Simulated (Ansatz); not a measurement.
**How far is PAW off for HfB?**

```
CELL_PARAMETERS angstrom
0.00000 2.21760 2.31000
2.21760 0.00000 2.31000
2.21760 2.21760 0.00000
ATOMIC_POSITIONS crystal
Hf 0.50000 0.50000 0.50000
B 0.00000 0.00000 0.00000
```

Atom numbers follow the list: Hf1, B2.

The cell comes from COD entry 1511179, which wasn't checked; take it as a given geometry. The listed cell was then made from it by scaling, straining or moving an atom.

Spin polarisation is left out, and whether a magnetic state lies lower isn't shown here.

No spin–orbit coupling, which matters for the heavy atoms here.

Methods: DFT, PBE, PAW with Ansatz's default frozen-core files, scalar-relativistic (Ansatz 0.2.0); DFT, PBE, all-electron PAW with datasets made for the crystal, scalar-relativistic (Ansatz 0.2.0); DFT, PBE, all-electron LAPW, scalar-relativistic (Ansatz 0.2.0).

For PAW: a Γ-centred 15×15×15 k mesh, Fermi–Dirac smearing of 0.05 eV, cutoff 420 eV, no spin polarisation. The crystal-made all-electron datasets (AE datasets) take a cutoff of 400 eV at this cell. LAPW targets a basis error of 0.25 meV/atom. The Ansatz runs share mesh, smearing and spin set-up. Plane-wave (PAW) pressures include the program's estimate of the Pulay term.

Stress and pressure are positive in compression.

The change that made this cell: x and y strained by -4 %, z held.

Spin–orbit coupling is left out, which moves gradients at and beside heavy atoms by some per cent and at worst by a factor of two.

In a metal, gradients converge slowly with the k mesh: the values move by tens of per cent from one mesh to another, at times in sign, so only the comparison on one mesh counts.

```json
{"quantity": "pressure (GPa)", "PAW": "56.29", "AE datasets": "56.33", "LAPW": "56.33"}
{"quantity": "stress xx (GPa)", "PAW": "64.92", "AE datasets": "64.96", "LAPW": "64.96"}
{"quantity": "stress zz (GPa)", "PAW": "39.03", "AE datasets": "39.07", "LAPW": "39.07"}
{"quantity": "largest principal field gradient Vzz at Hf1 (10²¹ V/m²)", "PAW": "7.28", "AE datasets": "7.45", "LAPW": "–"}
```

PAW's pressure differs from the LAPW value by -0.04 GPa.
